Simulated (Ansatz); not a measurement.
According to plane-wave PAW PBE (Ansatz code), Si in the cubic phase (I4_132; Si on 8a) relaxes to a = 6.433 Å. Si has 3 nearest neighbours from 2.27 Å (trigonal planar).

Electronic character: metallic (no gap).

The bulk modulus is 42.4 GPa.

The start of the workflow was typed in or built on a structure type; neither database checked (COD, Materials Project) lists it. It is not the phase usual at ambient conditions (space group No. 227). Symmetry was held in the PBE relaxation; its stability against distortions is not shown here.

Potentials: the later of the program's two PAW sets.
